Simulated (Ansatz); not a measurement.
Data:

GeSe:
```
GeSe
1.0
    3.68709     0.00000     0.00000
   -1.84354     3.19311     0.00000
    0.00000     0.00000     3.63576
Ge Se
1 1
Direct
  0.00000   0.00000   0.00000
  0.66667   0.33333   0.50000
```

This is the PBEsol-relaxed structure.

Problem. All from PBEsol (plane waves, PAW; program Ansatz), unless another level is named. Give the Young's modulus.

Solution. 54.1 GPa.

Problem. And the highest zone-centre frequency?

Solution. 118 cm⁻¹.

Space group P-6m2. A made-up cell: these elements were put on the sites of a structure type; neither database checked (COD, Materials Project) lists it. It is not the phase usual at ambient conditions (space group No. 62). The cell was relaxed with PBEsol under the symmetry of its start. At this level the phase is dynamically unstable (imaginary phonons). As this level gives no gap, phonon frequencies hold no LO–TO term and depend on the k-mesh and smearing (Fermi–Dirac, 0.1 eV here). On the denser mesh and wider smearing of the elastic run this cell carries a stress of 0.3 GPa.

Potentials: the later of the program's two PAW sets.
